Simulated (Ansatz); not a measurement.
Starting cell, BN (zinc blende):

```yaml
crystal:
  lattice:
    - [0.00000, 3.62472, 3.62472]
    - [1.81236, 1.81236, 3.62472]
    - [1.81236, 1.81236, 0.00000]
  atoms:
    - { symbol: N, position: [0.00000, 0.75000, 0.75000] }
    - { symbol: N, position: [0.50000, 0.75000, 0.75000] }
    - { symbol: B, position: [0.00000, 0.00000, 0.00000] }
    - { symbol: B, position: [0.50000, 0.00000, 0.00000] }
```

The atoms are displaced by Q × the pattern below (from a DFPT mode at X = (0.5, 0.5, 0.0), largest move 1; Q in Å), at fixed cell. It is one choice among 2 degenerate patterns. (q is in reciprocal vectors of the primitive cell; the cell shown is doubled to hold the pattern.)

```tsv
atom	x	y	z
N1	0.000	-0.889	0.000
N2	0.000	0.889	0.000
B3	-1.000	0.000	0.000
B4	1.000	0.000	0.000
```

Level of theory: PBE (plane waves to 420 eV, PAW, scalar-relativistic; Ansatz, an electronic-structure program). k mesh 16×16×16 (Γ-centred), Fermi-Dirac smearing 0.05 eV. Energies are smeared free energies. BN was relaxed with its symmetry unable to fall. The zero of ΔE is the undisplaced structure.

```
Q (Å)    ΔE (meV/cell)
-------  -------------
-0.1000       withheld
-0.0833            269
-0.0667            172
-0.0500             97
-0.0333             43
-0.0167             11
0.0000               0
0.0167              11
0.0333              43
0.0500              97
0.0667             172
0.0833             269
0.1000        withheld
```

**Question.** Fit an even polynomial form (powers 2, 4) to the given rows and predict ΔE at Q = 0.1000.

**Answer.** Least squares on the 11 given rows: ΔE = (38690)·Q² + (9312)·Q⁴, in meV/cell with Q in Å; root-mean-square residual 0.2 meV/cell. At 0.1000 the fit gives 388 meV/cell; the calculation gives 387 meV/cell, so the extrapolation is off by 1 (+0.3 %). The quadratic term alone would give 387 meV/cell.

(A displaced cell: forces are minus the slopes of the energy, force constants its curvatures, and phonons follow from these.)
